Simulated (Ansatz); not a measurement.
All numbers below come from Ansatz 0.2.0, DFT PBE, scalar-relativistic, plane waves, PAW. All cells share a 420 eV cutoff and Γ-centred k meshes spaced at most about 0.3 Å⁻¹ (about 0.25 or finer for metals, 2π included). No spin polarisation in the final relaxations.

These are static total energies at zero pressure.

Two relaxed structures of Ge3N:

A. Space group P6_3/mcm (No. 193), hexagonal, a = 5.137 Å, c = 5.723 Å. Ge is surrounded by 2 N at 2.25 Å; around N lie 6 Ge at 2.25 Å and 2 N at 2.86 Å.

B. Space group P-4m2 (No. 115), tetragonal, a = 3.818 Å, c = 4.925 Å. Ge on a site of symmetry 2mm has 2 N at 2.13 Å and 2 Ge at 2.43 Å; around Ge on a site of symmetry -4m2 lie 4 Ge at 2.43 Å; around N lie 4 Ge at 2.13 Å.

**Question.** Which form is favoured at zero pressure, and by what margin per atom?

**Answer.** B is lower, by 298 meV/atom. A has space group P6_3/mcm (No. 193), 16.4 Å³/atom and no gap on its mesh; B has space group P-4m2 (No. 115), 17.9 Å³/atom and no gap. Counting Ge atoms around N (those within 1.25 times the shortest such distance or 1.15 times the sum of covalent radii, 1.27 where that leaves under three; the shortest distance is added where it exceeds 1.18 times the sum of covalent radii), A has N 6 from 2.3 Å and B has N 4. B holds Ge–Ge nets (shortest 2.43 Å); in A the shortest Ge–Ge distance is 2.94 Å, near bonding range too. The lower one is the more open, so pressure narrows the difference. Even the lower one lies +0.41 eV/atom against the reference forms of the elements (uncorrected), so neither is stable at this level. Both come from invented guesses.

In P-4m2 an odd number of electrons in the primitive cell allows no gap without spin; a larger cell or a magnetic state could open one. Cells relaxed within their symmetry can be saddle points.
